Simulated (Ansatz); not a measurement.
**SiO₂: vibrational free energy, entropy and heat capacity**

Theory: DFT LDA, scalar-relativistic, plane waves, PAW in Ansatz 0.2.0. Cutoff 420 eV, 8×8×8 k-points (Γ-centred), fixed occupations. No spin polarisation. Phonons by linear response, acoustic sum rule imposed.

Relaxed structure:
```yaml
crystal:
  lattice:
    - [-2.46327, 2.46327, 3.64208]
    - [2.46327, -2.46327, 3.64208]
    - [2.46327, 2.46327, -3.64208]
  atoms:
    - { symbol: Si, position: [0.00000, 0.00000, 0.00000] }
    - { symbol: Si, position: [0.75000, 0.25000, 0.50000] }
    - { symbol: O, position: [0.97420, 0.62500, 0.84920] }
    - { symbol: O, position: [0.37500, 0.22420, 0.34920] }
    - { symbol: O, position: [0.77580, 0.12500, 0.15080] }
    - { symbol: O, position: [0.87500, 0.02580, 0.65080] }
```

Force constants from linear response on a 4×4×4 q mesh, interpolated to a fine mesh.

(1) What is the zero-point energy per atom?

(2) How large are the vibrational entropy and heat capacity at 300 K?

(3) Tabulate them against temperature.

## Answers

(1) 104.0 meV.

(2) S = 1.75 k_B and C_V = 1.79 k_B per atom, 60 % of the Dulong–Petit value.

(3)
```
T (K) F_vib (meV/atom) S (k_B/atom) C_V (k_B/atom)
  100             102.6          0.44            0.66
  200              95.9          1.12            1.33
  300              83.4          1.75            1.79
  400              65.9          2.32            2.12
  500              43.7          2.81            2.34
  600              17.5          3.25            2.50
  700             -12.2          3.65            2.61
  800             -45.2          4.00            2.69
  900             -81.1          4.32            2.74
 1000            -119.6          4.61            2.79
```

This form isn't the usual stable structure of the compound.

Cost: 1 run of about 100 core-minutes, on Oxide Virtual Turin-like Processor (Zen 5) (shared hosts).